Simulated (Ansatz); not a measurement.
Consider the following.

Rb$_{3}$NaW$_{2}$O$_{8}$:
```cif
data_NaO8Rb3W2
_chemical_formula_sum 'Rb3 Na1 W2 O8'
_space_group_name_H-M_alt 'P-3m1'
_space_group_IT_number 164
_space_group_name_Hall '-P 3 2"'
_cell_length_a 6.14830
_cell_length_b 6.14830
_cell_length_c 7.90222
_cell_angle_alpha 90.000
_cell_angle_beta 90.000
_cell_angle_gamma 120.000
loop_
_atom_site_label
_atom_site_type_symbol
_atom_site_symmetry_multiplicity
_atom_site_Wyckoff_symbol
_atom_site_fract_x
_atom_site_fract_y
_atom_site_fract_z
_atom_site_occupancy
Rb1 Rb 1 b 0.00000 0.00000 0.50000 1
Rb2 Rb 2 d 0.66667 0.33333 0.15791 1
Na1 Na 1 a 0.00000 0.00000 0.00000 1
W1 W 2 d 0.33333 0.66667 0.27794 1
O1 O 6 i 0.17710 0.35420 0.19600 1
O2 O 2 d 0.66667 0.33333 0.49811 1
```

This is the r²SCAN-relaxed structure.

Q: All from DFT-r²SCAN in the program Ansatz with PAW potentials, unless another level is named. Predict the electron effective mass.

A: 0.51, 0.51, 0.66 mₑ (principal values).

Q: And the smallest direct gap on the standard path?

A: 5.62 eV.

Q: What about the gap with spin–orbit coupling?

A: 5.58 eV.

Q: And the weight of the conduction-edge state by species (Voronoi cells)?

A: O 63 %, Rb 23 %, W 10 %, Na 3 %.

Q: Predict the conduction-band minimum.

A: at Γ.

Q: And the valence-band maximum?

A: at M.

The workflow started from a Materials Project entry (that database holds measured and hypothetical structures alike); the Crystallography Open Database copy checked does not list it. Its standing as an ambient phase is unchecked. The r²SCAN relaxation kept the symmetry of its start; whether a distortion lowers the energy is not shown. No spin polarisation was allowed. No Hubbard U is applied. Scalar-relativistic: spin–orbit coupling is off unless named, which matters more the heavier the elements.

Potentials: the later of the program's two PAW sets.
